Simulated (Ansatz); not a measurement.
A geometry of Cu away from equilibrium: the start of the relaxation of a generated cell, Cu placed in the AFLOW prototype A_oP8_62_2c (A_c). These are r2SCAN (plane waves to 500 eV, PAW, scalar-relativistic; Ansatz, a quantum-chemistry and plane-wave program) values and carry that method's errors. Γ-centred k-mesh 6×8×8 on the run's cell (coarser than for final values), Fermi–Dirac smearing 0.05 eV.

```xyz
8
Lattice="5.6564 0.0000 0.0000 0.0000 4.0095 0.0000 0.0000 0.0000 4.1487" Properties=species:S:1:pos:R:3 pbc="T T T"
Cu     2.6246     1.0024     1.2114
Cu     5.4528     1.0024     0.8629
Cu     3.0319     3.0071     2.9373
Cu     0.2036     3.0071     3.2858
Cu     1.0238     1.0024     2.7299
Cu     3.8520     1.0024     3.4932
Cu     4.6326     3.0071     1.4189
Cu     1.8044     3.0071     0.6555
```

Task: Which atoms carry the largest force, and which way does it point?

Result: 2.02 eV/Å, on Cu5, Cu6, Cu7, Cu8 (atoms numbered as listed); on Cu5 its components are (0.92, 0.00, 1.80).

Task: What is the pressure?

Result: +14.8 GPa, compression positive.

Task: How much energy per atom can still be gained by relaxing?

Result: 0.43 eV/atom; the path ends in I4/mmm (No. 139).

No spin polarisation in the result.

The run could not lose the symmetry of its start: the end is stationary, and may be a saddle point rather than a minimum.

The end of the path is a generated cell of Cu: the first start was made by placing the elements on the sites of a structure type, and the end was not matched to a known phase here, so it may be hypothetical. Known forms of Cu include space group No. 225.
